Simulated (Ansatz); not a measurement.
Problem. Each is relaxed and computed with LDA in the plane-wave PAW code Ansatz. Which alone has a direct gap?
(A) BaZrO3, cubic perovskite
(B) BaZrS3, Pnma (Ba on 4c, Zr on 4b, S on 4c, S on 8d)
(C) ZrSeS, P3m1 (Zr on 1a, Se on 1c, S on 1b)
(D) SbSI, P2_1/m (Pearson symbol mP12)

Solution. B, BaZrS3, Pnma (Ba on 4c, Zr on 4b, S on 4c, S on 8d). BaZrS3: gap 0.85 eV (direct); ZrSeS: gap 0.25 eV (indirect); BaZrO3: gap 3.20 eV (indirect); SbSI: gap 1.20 eV (indirect). Standing as an ambient phase not checked: ZrSeS, P3m1 (Zr on 1a, Se on 1c, S on 1b); SbSI, P2_1/m (Pearson symbol mP12). Weakly bound layers, chains or molecules computed without a dispersion correction, so cells and soft constants are ill determined: ZrSeS, P3m1 (Zr on 1a, Se on 1c, S on 1b). Perhaps ordered models of mixed-site phases: ZrSeS, P3m1 (Zr on 1a, Se on 1c, S on 1b). Unstable at this level: BaZrO3, cubic perovskite. All cells were relaxed under the symmetry of their starts (and spin orders); stability against distortions was not tested throughout. Rows with no word on spin ran without spin polarisation. Scalar-relativistic: spin–orbit coupling is off unless named, which matters more the heavier the elements.

Potentials: the later of the program's two PAW sets.
